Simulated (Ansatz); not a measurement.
LaN:
```yaml
crystal:
  lattice:
    - [10.60544, 0.00000, 0.00000]
    - [0.00000, 3.75549, 0.00000]
    - [0.00000, 0.00000, 3.75394]
  atoms:
    - { symbol: La, position: [0.12458, 0.25000, 0.25851] }
    - { symbol: La, position: [0.37542, 0.75000, 0.75851] }
    - { symbol: La, position: [0.87542, 0.75000, 0.74149] }
    - { symbol: La, position: [0.62458, 0.25000, 0.24149] }
    - { symbol: N, position: [0.87684, 0.25000, 0.26965] }
    - { symbol: N, position: [0.62316, 0.75000, 0.76965] }
    - { symbol: N, position: [0.12316, 0.75000, 0.73035] }
    - { symbol: N, position: [0.37684, 0.25000, 0.23035] }
```

Relaxed with r²SCAN. Special points in fractions of this cell's reciprocal vectors: Γ (0.000, 0.000, 0.000); X (0.500, 0.000, 0.000); S (0.500, 0.500, 0.000); Y (0.000, 0.500, 0.000); Z (0.000, 0.000, 0.500); U (0.500, 0.000, 0.500); R (0.500, 0.500, 0.500); T (0.000, 0.500, 0.500).

**Question.** List the band energies nearest the valence-band maximum at these points for r²SCAN with spin–orbit coupling (plane waves, PAW; program Ansatz).

**Answer.** In eV from the valence-band maximum; about four levels below and three above (degenerate sets whole), none deeper than 8.9 eV; points with the same levels are listed once.

```
k                                            below                                    above
-  -----------------------------------------------  ---------------------------------------
Γ                            -0.26 -0.26 0.00 0.00                      0.39 0.39 1.20 1.20
X                          -0.37 -0.37 -0.37 -0.37                      0.61 0.61 0.61 0.61
S  -1.62 -1.62 -1.62 -1.62 -1.62 -1.62 -1.62 -1.62  3.32 3.32 3.32 3.32 3.32 3.32 3.32 3.32
Y                          -0.82 -0.82 -0.82 -0.82                      2.96 2.96 2.96 2.96
Z                          -0.81 -0.81 -0.81 -0.81                      2.94 2.94 2.94 2.94
U                          -1.60 -1.60 -1.60 -1.60                      3.21 3.21 3.21 3.21
R                          -0.17 -0.17 -0.17 -0.17  1.21 1.21 1.21 1.21 1.22 1.22 1.22 1.22
T                          -0.01 -0.01 -0.01 -0.01                      0.21 0.21 0.21 0.21
```

Space group Pnma. The start of the workflow was typed in or built on a structure type; neither database checked (COD, Materials Project) lists it. COD files the formula under space group No. 225, so this cell is another polymorph or a model. Whether it is the stable phase at ambient conditions was not checked. The r²SCAN relaxation kept the symmetry of its start; its stability against distortions is not shown here.

Potentials: the later of the program's two PAW sets.
